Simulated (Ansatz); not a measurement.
CdAs2 in space group I4_122 (No. 98; Cd on 4a, As on 8f) at seven volumes, PBEsol in the plane-wave PAW code Ansatz, shape and atoms relaxed at each. One row is withheld.

```csv
V (Å³/atom),P (GPa)
22.365,5.14
23.102,3.14
23.839,1.47
24.577,0.00
25.314,?
26.051,-2.21
26.789,-3.03
```

Fit the shown pressures and predict the withheld one.

P = (3/2)B₀(x^(7/2) − x^(5/2))[1 + (3/4)(B′ − 4)(x − 1)] with x = (V₀/V)^(2/3). Least squares on the six rows gives V₀ = 24.588 Å³/atom, B₀ = 43.4 GPa, B′ = 4.71. At V = 25.314, x = 0.9808 and P = -1.18 GPa. The run itself gave -1.20 GPa.

The first step of the workflow began from a Materials Project structure, measured or hypothetical; the Crystallography Open Database copy checked does not list it. Its standing as an ambient phase is unchecked. Symmetry was held in the PBEsol relaxation; its stability against distortions is not shown here.

Potentials: the later of the program's two PAW sets.
